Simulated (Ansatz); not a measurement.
Relaxed InSb (zinc blende):

```
InSb
1.0
    0.00000     3.31730     3.31730
    3.31730     0.00000     3.31730
    3.31730     3.31730     0.00000
Sb In
1 1
Cartesian
  4.97595   4.97595   4.97595
  0.00000   0.00000   0.00000
```

In each cell atom 1 (Sb, nearest neighbour In at 2.873 Å; its periodic images, 4.7 Å or more away, move with it) moves by s·(0.577, -0.577, -0.577) (towards the nearest neighbour), the rest being held.

These are PBE (plane waves to 420 eV, PAW, scalar-relativistic; Ansatz, an electronic-structure program) values and carry that method's errors. k mesh 10×10×10 (Γ-centred), Fermi-Dirac smearing 0.05 eV. The energy includes the smearing's −TS. Left out: 1 of 11 points, with atoms too close for the PAW data. With partly filled bands, energies and forces of such displacements shift with the k mesh and the smearing. F∥ is the force on the atom along that direction. At this level the bands of InSb touch or barely overlap; measurements give the solid a gap. InSb was relaxed with its symmetry unable to fall. Spin-orbit coupling is left out, though Sb is heavy. ΔE is measured from the undisplaced structure.

```csv
s (Å),ΔE (meV/cell),F∥ (eV/Å)
-0.860,…,…
-0.688,644,1.010
-0.516,450,1.214
-0.344,242,1.145
-0.172,73,…
0.000,0,0.000
0.172,103,-1.303
0.344,489,-3.327
0.516,1316,…
0.688,2860,-11.872
```

Some entries are withheld; supply them.


- -0.860, ΔE (meV/cell): 787
- -0.860, F∥ (eV/Å): 0.630
- -0.172, F∥ (eV/Å): 0.769
- 0.516, F∥ (eV/Å): -6.545

(A displaced cell: forces are minus the slopes of the energy, force constants its curvatures, and phonons follow from these.)
